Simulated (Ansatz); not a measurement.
A relaxed cell of Ti₂W₃ is given with its symmetry left out. The cell was found from a structure generator's guess, not taken from experiment.

Computed with DFT PBE, scalar-relativistic, plane waves, PAW in Ansatz. Cutoff 420 eV, Γ-centred mesh, Gaussian smearing, no spin polarisation.

```cif
data_structure
_symmetry_space_group_name_H-M 'P 1'
_symmetry_Int_Tables_number 1
_cell_length_a 5.2820
_cell_length_b 5.2820
_cell_length_c 5.2820
_cell_angle_alpha 50.412
_cell_angle_beta 50.412
_cell_angle_gamma 50.412
_cell_volume 80.62
loop_
_atom_site_label
_atom_site_type_symbol
_atom_site_fract_x
_atom_site_fract_y
_atom_site_fract_z
_atom_site_occupancy
Ti1 Ti 0.79690 0.79690 0.79690 1
Ti2 Ti 0.20310 0.20310 0.20310 1
W1 W 0.40295 0.40295 0.40295 1
W2 W 0.59705 0.59705 0.59705 1
W3 W 0.00000 0.00000 0.00000 1
```

Formation energies are uncorrected and refer to the elements' standard structures at the same level.

(1) Find its symmetry and describe it.

(2) What is its formation energy per atom?

(3) Is it a metal?

Results:

(1) R-3m (No. 166), with Ti and W ordered on bcc sites. Conventional cell: a = 4.499 Å, c = 13.798 Å. Around Ti lie 5 W at 2.73–2.80 Å, 3 Ti at 2.79 Å and 6 W at 3.16–3.18 Å; W on a site of symmetry 3m has 4 W at 2.68–2.77 Å, 4 Ti at 2.73–2.76 Å, 3 Ti at 3.18 Å and 3 W at 3.23 Å; around W on a site of symmetry -3m lie 6 W at 2.77 Å, 2 Ti at 2.80 Å and 6 Ti at 3.16 Å.

(2) −0.06 eV/atom. Whether it is stable depends on the other phases of the system, which aren't compared here.

(3) Yes, bands cross the Fermi level on the 12×12×12 mesh.

The last run used a 12×12×12 mesh for its 5-atom cell and Gaussian smearing of 0.10 eV. Spin–orbit coupling, which can matter for W, is left out. A structure relaxed within its symmetry needn't be a true minimum.
